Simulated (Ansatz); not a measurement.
Cd$_{2}$PtI$_{2}$Br$_{4}$ in Ansatz, settings compared

Run with:

```bash
ansatz run input.yaml --threads 1 --pin off --max-ram 2560MiB --backend cpu --events-out ev --progress --plain --runs-dir out
```

Input:

```yaml
crystal:
  lattice:
    - [-3.988432, 3.988432, 4.27915]
    - [3.988432, -3.988432, 4.27915]
    - [3.988432, 3.988432, -4.27915]
  atoms:
    - { symbol: Br, position: [0.2043, 0.2043, 0.4086] }
    - { symbol: Br, position: [0.2043, 0.7957, 0.0] }
    - { symbol: Br, position: [0.7957, 0.7957, 0.5914] }
    - { symbol: Br, position: [0.7957, 0.2043, 0.0] }
    - { symbol: Cd, position: [0.25, 0.75, 0.5] }
    - { symbol: Cd, position: [0.75, 0.25, 0.5] }
    - { symbol: I, position: [0.3473, 0.3473, 0.0] }
    - { symbol: I, position: [0.6527, 0.6527, 0.0] }
    - { symbol: Pt, position: [0.0, 0.0, 0.0] }
  symmetry: { tolerance: 0.0003 }
kpoints:
  mp_grid: { grid: [3, 3, 3], shift: [0, 0, 0] }
magnetization:
  spin_polarized: false
scf:
  occupations: { method: fermi_dirac }
hamiltonian:
  pseudopotentials: { kind: paw }
  xc: pbe
basis:
  ecutwfc: 420
output:
  forces: true
  stress: true
  eigenvalues: true
```

Origin of the cell: a known structure type with other elements, at an estimated volume, so it need not be a known compound.

The smearing width isn't typed, so it takes its default of 0.1 eV.

Output of this run (shortened):

```
Pseudopotentials: kind: paw
Pseudopotential: Br, paw, valence charge 7, recommended cutoff 420 eV (normal), Br.paw.azcp
Pseudopotential: Cd, paw, valence charge 20, recommended cutoff 420 eV (normal), Cd.paw.azcp
Pseudopotential: I, paw, valence charge 17, recommended cutoff 420 eV (normal), I.paw.azcp
Pseudopotential: Pt, paw, valence charge 18, recommended cutoff 420 eV (normal), Pt.paw.azcp
Functional definition: PBE
  exchange = pbe_x(kappa = kappa, mu = beta*pi^2/3)
  correlation = pbe_c(beta = beta)
Crystal: 9 atoms, lattice volume = 272.284 Å³
Basis set: ecut = 420 eV, 5331 PW (Γ), exchange–correlation on 96×96×96 points (8 copies of the dense FFT grid, shifted against one another)
Bands: 72, of which v1, the nominal top of the filled ones, is band 60 counted from 1 (59 counted from 0)
Symmetry: 16 space group operations
[… 10 lines left out …]
Initial density: superposition of atomic densities (neutral atoms: chi_scale 0, normalization atom), corrected by the library's trained network
Functional: x = pbe(κ = 0.804, μ = 0.219515), c = pbe(β = 0.066725)
SCF iter   1: F=—  HF=-55190.516540 eV  Δρ=3.88e-3  dr2=9.10e-2  defer=10
SCF iter   2: F=—  HF=-55190.513713 eV  Δρ=2.24e-3  dr2=2.43e-2  defer=15
SCF iter   3: F=—  HF=-55190.509607 eV  Δρ=5.17e-4  dr2=1.63e-3  defer=4
SCF iter   4: F=—  HF=-55190.509346 eV  Δρ=2.13e-4  dr2=2.87e-4  defer=4
SCF iter   5: F=—  HF=-55190.509283 eV  Δρ=9.04e-5  dr2=4.95e-5  defer=4
SCF iter   6: F=—  HF=-55190.509103 eV  Δρ=3.70e-5  dr2=8.39e-6  defer=4
SCF iter   7: F=—  HF=-55190.509102 eV  Δρ=1.30e-5  dr2=5.54e-7  defer=4
SCF iter   8: F=-55190.509102 eV  HF=-55190.509102 eV  Δρ=3.68e-6  dr2=2.75e-8
SCF 1 converged in 8 iterations: F = -55190.509102 eV  dr2 = 2.75e-8
SCF converged after 8 iterations
Free energy (F): -55190.509102 eV
Harris-Foulkes:  -55190.509102 eV  (|F-HF|=1.35e-8)
Internal energy: -55190.379435 eV  (E = F + TS)
E sigma→0 (E₀):  -55190.444269 eV
Entropy (-TS):   -0.129667 eV (-14.407 meV/atom)
Fermi energy:    6.788471 eV
--- Per-component energies (eV) ---
  E_band       = -2232.681694
  E_kinetic    = 2568.066067
  E_local      = -15834.502934  (includes V_loc(G=0)·N_el)
  E_nonlocal   = 366.368360
  E_hartree    = 7166.639755
  E_xc         = -1927.925641
  E_vxc        = -1415.513594  (∫ρ·V_xc dr)
  E_paw        = -36240.944456  (= ΣΔE_a)
  E_vpaw       = -2250.378899  (= ΣTr[D̂ρ^β])
  E_aug_tail   = 0.000186  (compensation charges beyond the density's cutoff)
  E_ewald      = -11288.080771
  E_smearing   = -0.129667  (= −TS)
  Σ components = -55190.509102   (vs F -55190.509102, Δ=0.00e0)
--- Forces (eV/Å), atoms counted from 1 ---
  atom   1  Br     1.709144     1.709144     0.000000
  atom   2  Br    -1.709144     1.709144     0.000000
  atom   3  Br    -1.709144    -1.709144     0.000000
  atom   4  Br     1.709144    -1.709144     0.000000
  atom   5  Cd     0.000000     0.000000     0.000000
  atom   6  Cd     0.000000    -0.000000     0.000000
  atom   7  I      0.000000     0.000000    -1.803021
  atom   8  I      0.000000    -0.000000     1.803021
  atom   9  Pt     0.000000     0.000000     0.000000
  max |Σ_I F_I| component: 2.22e-16 eV/Å
--- Stress (GPa, compression-positive) ---
        7.592348       0.000000       0.000000
        0.000000       7.592348       0.000000
        0.000000       0.000000       4.861115
  P = ⅓ Tr σ = 6.6819 GPa (66.819 kbar)
```

The same input was run again with these changes:

1. `total_charge` default → 1
2. `basis.ecutwfc` 420 → "29.4 Ry"
3. `kpoints.mp_grid.grid` [3, 3, 3] → [2, 2, 2]; `hamiltonian.hubbard` default → { sites: [{ species: Pt, l: d, u_eff: 5.0 }], double_counting: fll }; `basis.ecutwfc` 420 → "550 eV"
4. `scf.occupations.method` fermi_dirac → cold; `scf.occupations.width` default → 0.2

| run | end | SCF iterations | P (GPa) | max force component (eV/Å) | moment (μB) | ΔE(σ→0) (meV/atom) |
| --- | --- | --- | --- | --- | --- | --- |
| base | converged | 8 | 6.68 | 1.803 | – | 0 |
| 1 | converged | 10 | – | 1.661 | – | – |
| 2 | converged | 8 | 6.68 | 1.803 | – | 0.35 |
| 3 | converged | 12 | 7.10 | 1.769 | – | – |
| 4 | converged | 9 | 6.61 | 1.794 | – | -0.22 |

Energies are compared only where functional, datasets, charge and starting cell are the same.

Not properties of the system: run 3 (too coarse or loose: `kpoints.mp_grid.grid` = [2, 2, 2]).

Caveats of the base run: no moments, though an odd count or open d shells may carry them; no spin-orbit coupling, though heavy elements are present; the k mesh is coarse if the cell is a metal.

Run 1: charged cell with a uniform background, whose pressure depends on convention.
Run 2: the cutoff lies below the datasets' advice.
Run 4: wide smearing.

The base run took 7.7 s on 1 thread of Intel(R) Xeon(R) Platinum 8488C (Sapphire Rapids), on a shared host, peak memory 0.66 GiB, from the program's own first density.
